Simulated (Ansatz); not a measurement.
**What DFT gives for ZrAg$_{4}$As$_{2}$**

```xyz
7
Lattice="2.2100 3.8279 0.0000 -2.2100 3.8279 0.0000 0.0000 -2.5519 7.7003" Properties=species:S:1:pos:R:3 pbc="T T T"
Zr    0.0000    0.0000    0.0000
Ag    0.0000    0.0000    3.2794
Ag    0.0000    5.1038    4.4209
Ag    0.0000    2.5519    2.3280
Ag    0.0000    2.5519    5.3723
As    0.0000    0.0000    5.9217
As    0.0000    5.1038    1.7786
```

Method: r2SCAN, no spin polarisation; PAW, plane waves to 500 eV, 8×8×8 Γ-centred mesh, fermi-dirac occupations (width 0.1 eV) (Ansatz 0.2.0), atoms fixed.

Problem. Metal or insulator?

Solution. It is a metal, with about 2.2 states/eV a cell as the mean within 0.25 eV of the Fermi level, mostly Zr d (55 %) and As p (13 %).

Problem. What is the formation energy?

Solution. 0.01 eV an atom against the elements' usual phases (free molecules for gases, crystals otherwise, with no correction for O₂ or N₂), too near zero to call. Relaxing would lower it.

Problem. Which atom feels the largest force, and which way?

Solution. The largest is on As6 (and as large on other atoms): 1.98 eV/Å, components (0.00, 0.00, 1.98). It makes 102° with the line to a nearest neighbour, Ag5 at 2.61 Å.

Problem. Describe some of the short contacts.

Solution. Ag–As at 2.61 Å: least valence density 0.36 e/Å³ and ELF 0.29 there. Ag–Ag at 2.72 Å: least valence density 0.28 e/Å³ and ELF 0.15 there. Zr–As at 3.11 Å: least valence density 0.18 e/Å³ and ELF 0.25 there. These are pseudo-fields; inside the PAW spheres they differ from the all-electron ones.

Problem. Is the cell too large or too small?

Solution. The pressure is 1.9 GPa (compression positive), so with the atoms held at these fractions the cell would first expand; the forces are large, so a full relaxation may end otherwise. The principal stresses -0.5, 3.1, 3.1 GPa differ, so its shape would change too.

Problem. Which element gives electrons and which takes them?

Solution. Bader charges in e: Zr +1.55, Ag -0.03 to +0.06, As -0.81. In the mean Zr gives up most and As takes most.

Origin: a known structure type with other elements, at an estimated volume, so it need not be a known compound. Caveats: atoms or cell far from equilibrium.
